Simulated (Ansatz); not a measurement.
NaI (rock salt, Fm-3m), a = b = c = 6.528 Å, α = β = γ = 90.00°; the cell used has 2 atoms.

Relaxed with PBE.

Problem. Give the optical modes at the zone centre with their infrared and Raman activity from DFPT, the program Ansatz at the PBE level (PAW).

Solution. Transverse frequencies, without the LO–TO term; a row sums one degenerate level.

```tsv
ω (cm⁻¹)	degeneracy	IR ((D/Å)²/amu)	Raman (Å⁴/amu)	activity	symmetry
103	3	5.20	0	IR	T1u
```

Problem. How high does the top mode go among those that the LO–TO term moves?

Solution. 163 cm⁻¹ for q along x.

Symmetry was held in the PBE relaxation; phonons on a q-mesh show no instability. Scalar-relativistic: spin–orbit coupling is off unless named, which matters more the heavier the elements.

Potentials: the later of the program's two PAW sets.
